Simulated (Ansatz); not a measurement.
Polymorphs of MgZnO₂, each relaxed with DFT-HSE06 in the program Ansatz with PAW potentials:

A: R-3m
a = b = 3.0014 Å, c = 14.6404 Å, α = β = 90.00°, γ = 120.00°

| atom | site | symmetry | x | y | z |
|---|---|---|---|---|---|
| Mg | 3a | -3m | 0.0000 | 0.0000 | 0.0000 |
| Zn | 3b | -3m | 0.0000 | 0.0000 | 0.5000 |
| O | 6c | 3m | 0.0000 | 0.0000 | 0.2522 |

B: P3m1
a = 3.267 Å, b = 3.267 Å, c = 5.138 Å, α = 90.00°, β = 90.00°, γ = 120.00°

```
atom  site  symmetry       x       y       z
----  ----  --------  ------  ------  ------
Mg      1b       3m.  0.3333  0.6667  0.4970
Zn      1c       3m.  0.6667  0.3333  0.0026
O       1b       3m.  0.3333  0.6667  0.8832
O       1c       3m.  0.6667  0.3333  0.3892
```

Question: Order them by energy per atom at 0 K (lowest first) at the level HSE06.

Answer: B (+0 meV/atom), A (+22 meV/atom)

Question: Give each one's gap.

Answer: A 4.46 eV; B 3.52 eV.

Standing as an ambient phase not checked: A; B. Perhaps ordered models of mixed-site phases: A; B. All cells were relaxed under the symmetry of their starts (and spin orders); stability against distortions was not tested throughout.

Potentials: the later of the program's two PAW sets.
